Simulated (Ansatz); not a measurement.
Computed properties of GePd

GePd:
```cif
data_GePd
_chemical_formula_sum 'Pd1 Ge1'
_space_group_name_H-M_alt 'P 1'
_space_group_IT_number 1
_cell_length_a 3.11819
_cell_length_b 3.11819
_cell_length_c 3.11819
_cell_angle_alpha 90.000
_cell_angle_beta 90.000
_cell_angle_gamma 90.000
loop_
_space_group_symop_operation_xyz
  'x, y, z'
loop_
_atom_site_label
_atom_site_type_symbol
_atom_site_fract_x
_atom_site_fract_y
_atom_site_fract_z
_atom_site_occupancy
Pd1 Pd 0.00000 0.00000 0.00000 1
Ge1 Ge 0.50000 0.50000 0.50000 1
```

Space group Pm-3m (No. 221), CsCl type; conventional cell a = 3.118 Å, b = 3.118 Å, c = 3.118 Å, α = 90.00°, β = 90.00°, γ = 90.00°.

Method: PBEsol (plane waves, PAW; program Ansatz). Structure relaxed to zero pressure with the same functional. Other levels are named where they apply.

### Cell and energy

- Volume per atom = 15.16 Å³
- Density = 9.81 g/cm³
- Formation energy from the elements (no fitted shifts) = -0.30 eV/atom

### Electronic structure

Electronic character: metallic (no gap)
Density of states at the Fermi level: 0.45 states/eV per atom (mean over ±0.08 eV)
Gap with spin–orbit coupling: none (metallic)

### Mechanics

- Bulk modulus (Birch–Murnaghan fit): 142 GPa
- Pressure derivative B′: 5.9
- Elastic constants (relaxed ions, GPa): C11 = 171, C12 = 133, C44 = 27.3
- Mechanical stability: stable (all eigenvalues of C positive)
- Hill bulk and shear moduli: 146 and 23.7 GPa
- Young's modulus: 67.4 GPa
- Poisson's ratio: 0.42
- Debye temperature from the elastic constants: 212 K

### Phonons

* **Highest zone-centre frequency**: 115 cm⁻¹
* **Zone-centre stability**: no imaginary mode at Γ

A made-up cell: these elements were put on the sites of a structure type; neither database checked (COD, Materials Project) lists it. COD files the formula under space group No. 62. Its standing as an ambient phase is unchecked. The PBEsol relaxation kept the symmetry of its start. The run is not spin-polarised. As this level gives no gap, shear constants depend on the k-mesh and smearing (Fermi–Dirac, 0.1 eV here). As this level gives no gap, phonon frequencies hold no LO–TO term and depend on the k-mesh and smearing (Fermi–Dirac, 0.1 eV here). The references are the lowest solids computed at this level, not always the standard phases. Scalar-relativistic: spin–orbit coupling is off unless named, which matters more the heavier the elements.

Potentials: the earlier of the program's two PAW sets. The files were generated under PBE; for other functionals the program regenerates the frozen cores, and for LDA and PBEsol the local potential too.
